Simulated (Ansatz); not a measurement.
InMo₃C:
```cif
data_CInMo3
_chemical_formula_sum 'In1 Mo3 C1'
_space_group_name_H-M_alt 'P 1'
_space_group_IT_number 1
_cell_length_a 4.17236
_cell_length_b 4.17236
_cell_length_c 4.17236
_cell_angle_alpha 90.000
_cell_angle_beta 90.000
_cell_angle_gamma 90.000
loop_
_space_group_symop_operation_xyz
  'x, y, z'
loop_
_atom_site_label
_atom_site_type_symbol
_atom_site_fract_x
_atom_site_fract_y
_atom_site_fract_z
_atom_site_occupancy
In1 In 0.00000 0.00000 0.00000 1
Mo1 Mo 0.00000 0.50000 0.50000 1
Mo2 Mo 0.50000 0.00000 0.50000 1
Mo3 Mo 0.50000 0.50000 0.00000 1
C1 C 0.50000 0.50000 0.50000 1
```

This is the PBEsol-relaxed structure.

All from the program Ansatz at the PBEsol level (PAW), unless another level is named. Give the highest zone-centre frequency.

655 cm⁻¹.

And the Young's modulus?

274 GPa.

Predict the elastic constants (relaxed ions, GPa).

C11 = 459, C12 = 133, C44 = 76.9.

Space group Pm-3m (anti-perovskite). The start of the workflow was typed in or built on a structure type; neither database checked (COD, Materials Project) lists it. Its standing as an ambient phase is unchecked. The cell was relaxed with PBEsol under the symmetry of its start; whether a distortion lowers the energy is not shown. The run is not spin-polarised. As this level gives no gap, shear constants depend on the k-mesh and smearing (Fermi–Dirac, 0.1 eV here). As this level gives no gap, phonon frequencies hold no LO–TO term and depend on the k-mesh and smearing (Fermi–Dirac, 0.1 eV here).

Potentials: the later of the program's two PAW sets.
